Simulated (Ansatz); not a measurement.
CsCl (rock salt, space group No. 225), LDA (plane waves, PAW; program Ansatz). The conduction-band minimum lies at Γ, with 1 equivalent valley. Second derivatives d²E/dk² of the lowest band at one valley (eV·Å²), along Cartesian directions:

```csv
direction,d²E/dk²
[100],20.32
[010],20.32
[001],20.32
[110],20.33
[101],20.33
[011],20.33
```

**Question.** Find the principal effective masses, the density-of-states mass and the conductivity mass.

**Answer.** Off-diagonal terms follow from H_xy = H[110] − (H_xx + H_yy)/2, and m*/mₑ = 7.620 eV·Å² over each eigenvalue: 0.37, 0.38, 0.38. One valley's DOS mass (m₁m₂m₃)^(1/3) = 0.38, conductivity mass 3/(Σ 1/mᵢ) = 0.38 mₑ.

**Question.** What effective density of states Nc follows at 300 K for parabolic valleys?

**Answer.** Nc = 2.509e19 × 1 × (0.38)^(3/2) ≈ 5.9e18 cm⁻³.

Space group Fm-3m (rock salt). The first step of the workflow began from a Materials Project structure, measured or hypothetical; the Crystallography Open Database files this formula in space group No. 225, but the cells were not matched. It is not the phase usual at ambient conditions (space group No. 221). The LDA relaxation kept the symmetry of its start; its stability against distortions is not shown here. Scalar-relativistic: spin–orbit coupling is off unless named, which matters more the heavier the elements.

Potentials: the later of the program's two PAW sets.

Edges and masses are those of Kohn–Sham bands, whose gap is no quasiparticle gap.
